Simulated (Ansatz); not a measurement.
ScCo$_{3}$C:
```yaml
crystal:
  lattice:
    - [3.77550, 0.00000, 0.00000]
    - [0.00000, 3.77550, 0.00000]
    - [0.00000, 0.00000, 3.77550]
  atoms:
    - { symbol: Sc, position: [0.00000, 0.00000, 0.00000] }
    - { symbol: Co, position: [0.00000, 0.50000, 0.50000] }
    - { symbol: Co, position: [0.50000, 0.00000, 0.50000] }
    - { symbol: Co, position: [0.50000, 0.50000, 0.00000] }
    - { symbol: C, position: [0.50000, 0.50000, 0.50000] }
```

Relaxed with r²SCAN. Special points in fractions of this cell's reciprocal vectors: Γ (0.000, 0.000, 0.000); X (0.000, 0.500, 0.000); M (0.500, 0.500, 0.000); R (0.500, 0.500, 0.500).

**Question.** List the band energies nearest the Fermi level at these points for r²SCAN (plane waves, PAW; program Ansatz).

**Answer.** In eV from the Fermi level; about four levels below and three above (degenerate sets whole), none deeper than 8.9 eV; points with the same levels are listed once.

```json
[
 {"k": "Γ", "below": "-1.31 -1.31 -0.12 -0.12 -0.12", "above": "0.11 2.56 2.56"},
 {"k": "X", "below": "-1.05 -1.05 -0.60 -0.12", "above": "0.51 0.51 2.17"},
 {"k": "M", "below": "-1.19 -1.05 -1.04 -0.77", "above": "0.65 0.65 1.82"},
 {"k": "R", "below": "-0.11 -0.11 -0.11 0.00 0.00 0.00", "above": "1.18 1.18 1.18"}
]
```

Space group Pm-3m (anti-perovskite). The first step of the workflow began from a Materials Project structure, measured or hypothetical; the Crystallography Open Database copy checked does not list it. Whether it is the stable phase at ambient conditions was not checked. The r²SCAN relaxation kept the symmetry of its start; whether a distortion lowers the energy is not shown. No spin polarisation was allowed.

Potentials: the later of the program's two PAW sets.
